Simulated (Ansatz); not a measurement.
Electric field gradients in Mg₂ZnN₂

Theory: DFT PBE, scalar-relativistic, plane waves, PAW in Ansatz 0.2.0. Plane waves to 420 eV; Γ-centred k mesh 16×16×16; fixed occupations. No spin polarisation.

Relaxed structure:
```xyz
5
Lattice="-1.5790 1.5790 6.1216 1.5790 -1.5790 6.1216 1.5790 1.5790 -6.1216" Properties=species:S:1:pos:R:3 pbc="T T T"
Mg    0.0000    0.0000    4.0141
Mg    0.0000    0.0000    8.2291
Zn    0.0000    0.0000    0.0000
N     0.0000    0.0000    1.8434
N     0.0000    0.0000   10.3999
```

The cell was built by swapping an element in a database structure (itself possibly hypothetical) and relaxing; it need not be the stable form of this composition.

Task: Give V_zz (10²¹ V/m²) and the asymmetry η at each distinct site.

Result:
```json
{"atom": "Mg (atom 1)", "V_zz": "1.94", "η": "0.00"}
{"atom": "Zn (atom 3)", "V_zz": "-21.34", "η": "0.00"}
{"atom": "N (atom 4)", "V_zz": "3.93", "η": "0.00"}
```